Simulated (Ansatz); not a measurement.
### Question
Each is relaxed and computed with DFT-r²SCAN in the program Ansatz with PAW potentials. Which is the only one with a gap?
(A) TiB2, P6/mmm (Ti on 1a, B on 2d)
(B) BaTiO3, P4mm (Ti on 1b, Ba on 1a, O on 1b, O on 2c)
(C) Ti3GeC2, P6_3/mmc (Ti on 4f, Ti on 2a, Ge on 2b, C on 4f)
(D) TiSi2, Fddd (Si on 16f, Ti on 8a)

### Answer
B, BaTiO3, P4mm (Ti on 1b, Ba on 1a, O on 1b, O on 2c). BaTiO3: gap 2.23 eV (indirect); TiB2: metal; TiSi2: metal; Ti3GeC2: metal. Standing as an ambient phase not checked: Ti3GeC2, P6_3/mmc (Ti on 4f, Ti on 2a, Ge on 2b, C on 4f). Unstable at this level: BaTiO3, P4mm (Ti on 1b, Ba on 1a, O on 1b, O on 2c). All cells were relaxed under the symmetry of their starts (and spin orders); stability against distortions was not tested throughout. Rows with no word on spin ran without spin polarisation. Scalar-relativistic: spin–orbit coupling is off unless named, which matters more the heavier the elements.

Potentials: the later of the program's two PAW sets.
